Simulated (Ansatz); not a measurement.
This log comes from Ansatz, run on Ga3Sb2N, ordered on the zincblende lattice (P3m1) with 6 atoms a cell. It starts from the PBE minimum.

The cell given to it:
```
CELL_PARAMETERS angstrom
4.03815 0.00000 0.00000
-2.01907 3.49714 0.00000
0.00000 0.00000 10.08491
ATOMIC_POSITIONS crystal
N 0.00000 0.00000 0.99431
Sb 0.33333 0.66667 0.31013
Sb 0.66667 0.33333 0.68284
Ga 0.33333 0.66667 0.03925
Ga 0.66667 0.33333 0.42059
Ga 0.00000 0.00000 0.80287
```

Abridged output:
```
Functional definition: r2SCAN
Crystal: 6 atoms, lattice volume = 142.419 Å³
Basis set: ecut = 500 eV, 3643 PW (Γ)
Bands: 45, of which v1, the nominal top of the filled ones, is band 37 counted from 1 (36 counted from 0)
Symmetry: 6 space group operations
Space group: P3m1 (ITA 156)
k-points: 14 of 72 (time reversal used)
preconditioner: auto → LDOS  [σ=0.020 eV  ℏωp=22.9 eV  β→1.0]
relax step 1: F+E_penalty+E_count = -24753.03967120 eV  max|allowed force component| = 2.187e-1 eV/Å  Δτ_max = 0.0000 Å  P = -2.463 GPa  Ω = 142.419 Å³
relax step 2: F+E_penalty+E_count = -24753.08552574 eV  max|allowed force component| = 9.612e-2 eV/Å  Δτ_max = 0.0289 Å  P = +0.933 GPa  Ω = 135.109 Å³
relax step 3: F+E_penalty+E_count = -24753.09086107 eV  max|allowed force component| = 6.305e-2 eV/Å  Δτ_max = 0.0098 Å  P = -0.120 GPa  Ω = 137.219 Å³
relax step 4: F+E_penalty+E_count = -24753.09115088 eV  max|allowed force component| = 3.641e-2 eV/Å  Δτ_max = 0.0089 Å  P = -0.033 GPa  Ω = 137.155 Å³
relax step 5: F+E_penalty+E_count = -24753.09129797 eV  max|allowed force component| = 1.382e-2 eV/Å  Δτ_max = 0.0033 Å  P = -0.004 GPa  Ω = 137.061 Å³
relax step 6: F+E_penalty+E_count = -24753.09130281 eV  max|allowed force component| = 4.963e-3 eV/Å  Δτ_max = 0.0007 Å  P = -0.000 GPa  Ω = 137.065 Å³
relax step 7: F+E_penalty+E_count = -24753.09011772 eV  max|allowed force component| = 5.049e-3 eV/Å  Δτ_max = 0.0000 Å  P = -0.007 GPa  Ω = 137.065 Å³  (SCF on a basis re-selected at this cell)
relax step 8: F+E_penalty+E_count = -24753.09011853 eV  max|allowed force component| = 2.008e-3 eV/Å  Δτ_max = 0.0004 Å  P = -0.006 GPa  Ω = 137.065 Å³
relax step 9: F+E_penalty+E_count = -24753.09011853 eV  max|allowed force component| = 2.012e-3 eV/Å  Δτ_max = 0.0000 Å  P = -0.006 GPa  Ω = 137.065 Å³  (SCF on a basis re-selected at this cell)
SCF converged after 5 iterations
Free energy (F): -24753.090119 eV
Internal energy: -24753.087073 eV  (E = F + TS)
E sigma→0 (E₀):  -24753.088596 eV
Entropy (-TS):   -0.003045 eV (-0.508 meV/atom)
Fermi energy:    8.221121 eV
--- Per-component energies (eV) ---
  E_band       = -591.181651
  E_kinetic    = 883.668406
  E_local      = -9850.847998
  E_nonlocal   = 2054.987245
  E_hartree    = 4535.533876
  E_xc         = -498.841988
  E_vxc        = -465.266592
  E_paw        = -15346.657536
  E_vpaw       = -2313.001569
  E_vtau       = 28.211537
  E_ewald      = -6529.952264
  E_core_change = -0.976700
  E_smearing   = -0.003045
--- Forces (eV/Å), atoms counted from 1 ---
  atom   1  N       0.00000      0.00000    -0.00110
  atom   2  Sb      0.00000      0.00000    -0.00199
  atom   3  Sb      0.00000      0.00000    -0.00165
  atom   4  Ga      0.00000      0.00000      0.00111
  atom   5  Ga      0.00000      0.00000      0.00162
  atom   6  Ga      0.00000      0.00000      0.00201
--- Stress (GPa, compression-positive) ---
       -0.000221       0.000000       0.000000
        0.000000      -0.000221       0.000000
        0.000000       0.000000      -0.018121
  P = ⅓ Tr σ = -0.0062 GPa (-0.062 kbar)
--- Relaxed structure (7 steps of the walk, 7 accepted, 2 SCFs on fresh bases) ---
  F+E_penalty+E_count = -24753.09011853 eV   max|allowed force component| = 2.012e-3 eV/Å
  cell:  # Å, volume = 137.0653 Å³
    - [4.002680, 0.000000, 0.000000]
    - [-2.001340, 3.466423, 0.000000]
    - [0.000000, 0.000000, 9.878595]
  atoms:
    - { symbol: N, position: [0.000000, 0.000000, -0.005497] }
    - { symbol: Sb, position: [0.333333, 0.666667, 0.311163] }
    - { symbol: Sb, position: [0.666667, 0.333333, 0.683521] }
    - { symbol: Ga, position: [0.333333, 0.666667, 0.040883] }
    - { symbol: Ga, position: [0.666667, 0.333333, 0.419469] }
    - { symbol: Ga, position: [0.000000, 0.000000, 0.800461] }
```

**Question.** Which of these blocks stood in the input: relax, gw, phonons, dielectric, magnetization (spin_orbit)?

**Answer.** relax. The relax steps with a changing cell volume need the relax block with cell.

**Question.** Which k mesh was typed?

**Answer.** 6×6×2, Γ-centred. Other answers can fit too; this one was computed.

**Question.** How were the bands filled?

**Answer.** With smearing of width σ = 0.02 eV (Fermi-Dirac in this run).

Run as `ansatz run input.yaml --threads 2 --pin off --max-ram 18432MiB --backend cpu --events-out ev --progress --plain --runs-dir out`. It took 49 s on 2 threads of AMD EPYC 7R13 Processor (Zen 3), with other jobs on the host; peak host memory 0.83 GiB.

The structure was generated, not taken from experiment, and needn't be the ground state; spin polarisation is off.

Where bands overlap the cell is a metal at that level, and these k meshes limit energies, forces and stress. Overlaps of a few tenths of an eV in semilocal functionals can be an artefact that a hybrid or GW lifts.
